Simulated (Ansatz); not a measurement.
A geometry of CsPbBr3 away from equilibrium: step 2 of the relaxation of a generated trial cell of CsPbBr3 in the AFLOW prototype A3BC_tP5_99_bc_a_b (as in ZrPbO3). Level of theory: PBE (plane waves to 420 eV, PAW, scalar-relativistic; Ansatz, a first-principles code). Γ-centred k-mesh 4×4×4 on the run's cell (coarser than for final values), Fermi–Dirac smearing 0.05 eV. The plane waves were selected for a different cell earlier on the path.

```xyz
5
Lattice="6.0741 0.0000 0.0000 0.0000 6.0741 0.0000 0.0000 0.0000 6.2255" Properties=species:S:1:pos:R:3 pbc="T T T"
Cs     3.0371     3.0371     2.7364
Pb     0.0000     0.0000     0.1575
Br     3.0371     3.0371     5.7840
Br     3.0371     0.0000     2.2165
Br     0.0000     3.0371     2.2165
```

**Question.** Give the Cartesian forces on all atoms (eV/Å).

**Answer.** 
```csv
atom,Fx,Fy,Fz
Cs1,0.00,0.00,0.31
Pb2,0.00,0.00,1.40
Br3,0.00,0.00,0.32
Br4,0.00,0.00,-1.01
Br5,0.00,0.00,-1.01
```

The path ends in P4mm (No. 99). No spin polarisation in the result.

The run could not lose the symmetry of its start, so the end can be a saddle point.

The end of the path is a generated cell of CsPbBr3: the first start was made by placing the elements on the sites of a structure type, and the end was not matched to a known phase here, so it may be hypothetical. Known forms of CsPbBr3 include space group No. 62, 221.
